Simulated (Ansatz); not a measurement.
This run works on a generated trial structure, not on a known crystal.

Input and command of a plane-wave DFT calculation in Ansatz:

```yaml
crystal:
  lattice:
    - [2.09911702, 1.21192578, 5.27857142]
    - [-2.09911702, 1.21192578, 5.27857142]
    - [0.0, -2.42385156, 5.27857142]
  atoms:
    - { symbol: Ba, position: [0.5, 0.5, 0.5] }
    - { symbol: Zr, position: [0.0, 0.0, 0.0] }
    - { symbol: O, position: [0.14914608, 0.14914608, 0.14914608] }
    - { symbol: O, position: [0.85085392, 0.85085392, 0.85085392] }
basis:
  ecutwfc: 420
kpoints:
  mp_grid: { grid: [6, 6, 6] }
hamiltonian:
  xc: pbe
scf:
  occupations: { method: gaussian, width: 0.1 }
  lower_state_search: "off"
output:
  forces: true
  stress: true
  eigenvalues: true
relax:
  adjacent_minimum: "off"
  f_tol: 0.04
  max_steps: 70
  cell: { stress_tol: 0.4 }
```

```bash
ansatz run input.yaml --threads 1 --pin off --max-ram 2560MiB --backend cpu --events-out ev --progress --plain --runs-dir out
```

Processor: Arm Neoverse V1, 1 thread, on a host shared with other jobs.

Task: Estimate time, memory and problem size.

Result: About 62 s, peak memory 0.46 GiB. It solves 21 bands at 32 k points (after reduction by symmetry) with about 1763 plane waves (on the last cell), in 95 SCF iterations over 15 ionic steps.
